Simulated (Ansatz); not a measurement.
## TiC with Ta replacing Ti: gradients before and after relaxing the atoms

Start: a supercell of TiC (rock salt type, Fm-3m) built from a COD entry (the entry's cell lengths or inner coordinates differ somewhat from later room-temperature determinations), with all atoms left at the host's positions.

Space group Fm-3m (No. 225); a = 12.9558 Å.

```
site  Wyckoff  site symmetry       x       y       z
  Ta       4a           m-3m  0.0000  0.0000  0.0000
 Ti2      48h           m.m2  0.1667  0.1667  0.0000
 Ti5      32f            .3m  0.3333  0.1667  0.1667
Ti15      24e           4m.m  0.5000  0.5000  0.3333
 C28      32f            .3m  0.1667  0.1667  0.1667
 C30      24e           4m.m  0.5000  0.5000  0.1667
 C32      48i           m.m2  0.5000  0.3333  0.3333
 C41       4b           m-3m  0.5000  0.5000  0.5000
```

One atom of each set is listed; the run and its k-mesh use a cell of 54 atoms with edges of 9.16, 9.16, 9.16 Å.

The numbers come from a DFT calculation in Ansatz (PBE, plane waves and PAW, scalar-relativistic, 420 eV cutoff, Γ-centred 3×3×3 k-points, Fermi–Dirac smearing 0.01 eV, cell charge +1).

The largest force at the start is 0.34 eV/Å. Relaxing the ions at fixed cell moves them by 0.017 Å at most (atom 30, C) and 0.009 Å rms.

| site | moved (Å) | first shell before | first shell after | V_zz before (10²¹ V/m²) | η before |
| --- | --- | --- | --- | --- | --- |
| Ta | 0.000 | 6 C at 2.16 Å | 6 C at 2.18 Å | 0.00 | – |
| Ti2 | 0.013 | 6 C at 2.16 Å | 6 C at 2.15–2.17 Å | 0.19 | 0.18 |
| Ti5 | 0.002 | 6 C at 2.16 Å | 6 C at 2.16 Å | -0.033 | 0.00 |
| Ti15 | 0.004 | 6 C at 2.16 Å | 6 C at 2.15–2.16 Å | 0.052 | 0.00 |
| C30 | 0.017 | 5 Ti at 2.16 Å, 1 Ta at 2.16 Å | 5 Ti at 2.15–2.17 Å, 1 Ta at 2.18 Å | -0.23 | 0.00 |
| C32 | 0.001 | 6 Ti at 2.16 Å | 6 Ti at 2.15–2.16 Å | 0.048 | 0.09 |

(1) How do the gradients change?

## Answers

(1) 

| site | V_zz after | η after | change of V_zz |
| --- | --- | --- | --- |
| Ta | 0.00 | – | 0.00 |
| Ti2 | -0.15 | 0.94 | – |
| Ti5 | -0.012 | 0.00 | +0.02 |
| Ti15 | -0.21 | 0.00 | -0.26 |
| C30 | -0.28 | 0.00 | -0.05 |
| C32 | -0.038 | 0.61 | – |

The largest change of V_zz along a kept axis is on Ti15, from 0.052 to -0.21. V_zz changes sign on Ti15 (same axis). On Ti2, C32 the largest principal value lies along another axis in the second run, so the two V_zz can't be compared directly. Other sites with |V_zz| of 0.02 or less aren't listed.

The run isn't spin-polarised, and a state with spin may lie lower. The defect repeats with the cell of 54 atoms, so it feels its images: sites between two images don't show the values beside a lone defect, and zeros or small values of η there can come from the images' arrangement. A uniform background compensates the cell's charge. The defect cell has no gap above 0.1 eV on its mesh, so the values can hang on the smearing and the k-mesh. Without spin–orbit coupling the gradients at and beside Ta can be off by some per cent, at some sites by more. The cell keeps the host's lattice, where the PBE pressure is 6 GPa (in a charged cell this depends on the convention for the mean potential).
Before: The neighbours have not yet relaxed around the defect (largest force 0.34 eV/Å), so a real crystal will differ.
After: The relaxation keeps the site symmetry m-3m of the start, so the impurity can't leave its site; a distortion that would localise the partly filled state isn't explored.
